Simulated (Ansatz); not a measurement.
Polymorphs of TiSi, each relaxed with PBEsol in the plane-wave PAW code Ansatz:

A: Pnma
a = 6.4539 Å, b = 3.6209 Å, c = 4.9643 Å, α = β = γ = 90.00°

```
atom  site  symmetry       x       y       z
----  ----  --------  ------  ------  ------
Ti      4c       .m.  0.1760  0.2500  0.1293
Si      4c       .m.  0.0442  0.2500  0.6465
```

B: Cmmm
a = 3.609 Å, b = 4.132 Å, c = 3.789 Å, α = 90.00°, β = 90.00°, γ = 90.00°

```csv
atom,site,symmetry,x,y,z
Ti,2b,mmm,0.0000,0.5000,0.0000
Si,2d,mmm,0.5000,0.5000,0.5000
```

### Question
Rank these by energy per atom at 0 K (lowest first), as PBEsol gives it.

### Answer
A (+0 meV/atom), B (+232 meV/atom)

Standing as an ambient phase not checked: A; B. All cells were relaxed under the symmetry of their starts (and spin orders); stability against distortions was not tested throughout. Rows with no word on spin ran without spin polarisation.

Energies hold the estimated change up to a 700 eV cutoff; steps of a few meV lie near the error of the meshes.

Potentials: the later of the program's two PAW sets.
